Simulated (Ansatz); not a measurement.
Values for one crystal, relaxed and computed with DFT-r²SCAN in the program Ansatz with PAW potentials; other levels are named.

| Item | Result |
|---|---|
| Volume per atom | 34.34 Å³ |
| Electronic character | metallic (no gap) |
| Mechanical stability | stable (all eigenvalues of C positive) |
| Debye temperature from the elastic constants | 146 K |
| Hill bulk and shear moduli | 51.5 and 20.5 GPa |
| Elastic constants (relaxed ions, GPa) | C11 = 129, C12 = 12.8, C44 = 8.3 |
| Poisson's ratio | 0.32 |

Q: Which compound is it?
A) Al, simple cubic
B) Pt, simple cubic
C) Ag, simple cubic
D) Bi, simple cubic

A: D, Bi, simple cubic

Space group Pm-3m (simple cubic). The start of the workflow was typed in or built on a structure type; neither database checked (COD, Materials Project) lists it. It is not the phase usual at ambient conditions (space group No. 166). Symmetry was held in the r²SCAN relaxation; whether a distortion lowers the energy is not shown. As this level gives no gap, shear constants depend on the k-mesh and smearing (Fermi–Dirac, 0.1 eV here). Scalar-relativistic: spin–orbit coupling is off unless named, which matters more the heavier the elements.

Potentials: the earlier of the program's two PAW sets.
